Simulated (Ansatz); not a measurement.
NaMo₃Se₃ in space group P6_3/m (No. 176; Na on 2c, Mo on 6h, Se on 6h) at seven volumes, DFT-PBEsol in the program Ansatz with PAW potentials, shape and atoms relaxed at each. One row is withheld.

```json
[
 {"V (Å³/atom)": "18.636", "P (GPa)": "?"},
 {"V (Å³/atom)": "19.251", "P (GPa)": "2.44"},
 {"V (Å³/atom)": "19.865", "P (GPa)": "1.06"},
 {"V (Å³/atom)": "20.480", "P (GPa)": "-0.06"},
 {"V (Å³/atom)": "21.094", "P (GPa)": "-0.81"},
 {"V (Å³/atom)": "21.708", "P (GPa)": "-1.46"},
 {"V (Å³/atom)": "22.323", "P (GPa)": "-1.85"}
]
```

Problem. Fit the shown pressures and predict the withheld one.

Solution. P = (3/2)B₀(x^(7/2) − x^(5/2))[1 + (3/4)(B′ − 4)(x − 1)] with x = (V₀/V)^(2/3). Least squares on the six rows gives V₀ = 20.458 Å³/atom, B₀ = 31.3 GPa, B′ = 8.45. At V = 18.636, x = 1.0642 and P = 4.27 GPa. The run itself gave 4.20 GPa.

The first step of the workflow began from a Materials Project structure, measured or hypothetical; the Crystallography Open Database copy checked does not list it. Whether it is the stable phase at ambient conditions was not checked. Symmetry was held in the PBEsol relaxation; of distortions, only those at the zone centre were tested. The run is not spin-polarised.

Potentials: the later of the program's two PAW sets.
